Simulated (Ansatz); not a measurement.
A generated cell, not matched to a known phase here, of SrMg: P4/nmm, origin choice 1 (No. 129), tP4; a = b = 3.9825 Å, c = 9.1531 Å, α = β = γ = 90.00°; Mg 2c (0.000, 0.500, 0.079); Sr 2c (0.500, 0.000, 0.324). Computed with PBEsol (plane waves to 420 eV, PAW, scalar-relativistic; Ansatz, a quantum-chemistry and plane-wave program). Element references, the lowest calculated here: Sr (Fm-3m), Mg (P6₃/mmc).

Problem. What formation energy of this P4/nmm form of SrMg from the elements does PBEsol give?

Solution. -0.01 eV/atom.

A lower structure of this composition may exist.

Static energies, no anion corrections, no zero-point energy. Values are rounded to 0.01 eV/atom. Not shown to be the ambient phase of their composition (a lower form may be missing, and a cell relaxed within its start's symmetry can be a saddle point): SrMg (P4/nmm). The compounds carry no spin polarisation.
